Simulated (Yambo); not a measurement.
```xyz
6
Lattice="4.4215 0.0000 0.0000 0.0000 4.4215 0.0000 0.0000 0.0000 7.2685" Properties=species:S:1:pos:R:3 pbc="T T T"
H      2.2107     2.2107     0.0000
H      0.0000     0.0000     0.0000
Cl     2.2107     0.0000     4.7511
Cl     0.0000     2.2107     2.5175
Ba     0.0000     2.2107     5.7554
Ba     2.2107     0.0000     1.5132
```

BaHCl (space group P4/nmm, No. 129): mean Im ε in 1 eV windows above the direct gap of 5.24 eV, for different electron-hole kernels (Yambo, broadening 0.15 eV, PBEsol (Quantum ESPRESSO, PseudoDojo norm-conserving, 72 Ry, without SOC) bands; 4×4×4 mesh, 8 valence and 17 conduction bands, static screening with 69 bands and a 3 Ry block, scissor 1.97 eV, Tamm-Dancoff; field along x).

| window (eV) | independent quasiparticles | RPA (no attraction) | BSE |
|---|---|---|---|
| 5.2 to 6.2 | 0.3 | 0.2 | 4.8 |
| 6.2 to 7.2 | 3.0 | 1.6 | 4.7 |
| 7.2 to 8.2 | 3.5 | 4.0 | 4.6 |
| 8.2 to 9.2 | 4.1 | 3.5 | 3.3 |
| 9.2 to 10.2 | 4.7 | 4.1 | 2.6 |
| 10.2 to 11.2 | 4.2 | 3.8 | 1.5 |

This run doesn't resolve bound excitons or single peaks, so only averages are given, and they too depend on the mesh; weight that the attraction moves below the gap isn't listed. All transitions below 11.38 eV are in the band window. The scissor comes from a G0W0 run whose convergence isn't established.

Geometry of the Materials Project entry, not relaxed at this level.
